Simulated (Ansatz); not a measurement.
TiSn3O8 (rutile sites, Cmmm): zone-centre phonons and dielectric response

Perturbation theory with PBEsol in the plane-wave code Ansatz on the PBEsol cell, ground state and force constants on a 4×4×4 mesh. No spin polarisation. The prototype was imposed, so other structures may be more stable.

The symmetry is Cmmm (No. 65, orthorhombic); a = 6.673 Å, b = 6.683 Å, c = 6.308 Å in the conventional setting, 11.72 Å³ an atom. Around Sn lie 6 O at 2.04–2.08 Å; around Sn lie 6 O at 2.06–2.07 Å; around O lie 3 Sn at 2.04–2.06 Å; around O lie 1 Ti at 1.97 Å and 2 Sn at 2.07–2.08 Å; around Ti lie 6 O at 1.97–1.98 Å; around O lie 1 Ti at 1.98 Å and 2 Sn at 2.06 Å.

```xyz
12
Lattice="3.3365 -3.3416 0.0000 3.3365 3.3416 0.0000 0.0000 0.0000 6.3079" Properties=species:S:1:pos:R:3 pbc="T T T"
Sn    3.3365    0.0000    0.0000
Sn    0.0000    0.0000    4.7011
O     1.2947    0.0000    0.0000
O     5.3783    0.0000    0.0000
O     3.3365   -1.2701    4.6583
O     3.3365    1.2701    4.6583
Ti    3.3365    0.0000    3.1539
Sn    0.0000    0.0000    1.6067
O     1.3584    0.0000    3.1539
O     5.3146    0.0000    3.1539
O     3.3365   -1.2701    1.6496
O     3.3365    1.2701    1.6496
```

Optical modes without the longitudinal term:

| ω (cm⁻¹) | degeneracy | IR intensity, summed over the level ((D/Å)²/amu) |
| --- | --- | --- |
| 114 | 1 | 1.68 |
| 118 | 1 | 0.00 |
| 127 | 1 | 0.00 |
| 140 | 1 | 2.39 |
| 174 | 1 | 0.00 |
| 207 | 1 | 8.70 |
| 211 | 1 | 27.67 |
| 233 | 1 | 37.17 |
| 261 | 1 | 0.00 |
| 261 | 1 | 8.97 |
| 278 | 1 | 0.00 |
| 281 | 1 | 0.00 |
| 296 | 1 | 0.00 |
| 307 | 1 | 16.16 |
| 311 | 1 | 0.05 |
| 341 | 1 | 6.95 |
| 370 | 1 | 0.00 |
| 376 | 1 | 103.57 |
| 405 | 1 | 0.00 |
| 446 | 1 | 7.00 |
| 464 | 1 | 0.00 |
| 478 | 1 | 22.53 |
| 526 | 1 | 4.69 |
| 535 | 1 | 47.27 |
| 540 | 1 | 0.00 |
| 548 | 1 | 0.00 |
| 570 | 1 | 0.00 |
| 575 | 1 | 0.00 |
| 583 | 1 | 0.00 |
| 591 | 1 | 29.47 |
| 647 | 1 | 0.88 |
| 691 | 1 | 0.00 |
| 744 | 1 | 0.00 |

All optical modes at Γ are real, from 114 to 744 cm⁻¹ without the longitudinal term; this says nothing of other wave vectors. The long-range field leaves the highest mode where it is. The program warns that the force constants, and all that is formed from them, aren't settled on this k mesh. Of the real levels 17 are infrared active, the strongest at 376 cm⁻¹.

ε∞: 5.18, 4.83 and 5.63 along x, y and z. With the ions relaxed, ε⁰ is 24.0, 21.2 and 19.8 along x, y and z. Born charges, averaged over directions: Sn +4.31 to +4.59, O -2.49 to -2.25, Ti +5.93 e. The program notes that the ground state's band table doesn't vouch for all the bands that the response reads.

For comparison, on the r2SCAN cell the mean ε∞ is 4.66 with r2SCAN (ground state on 4×4×4; least gap 2.40 eV).

No spin-orbit coupling is included; it can move band edges with weight on the heavy atoms by tenths of an eV.
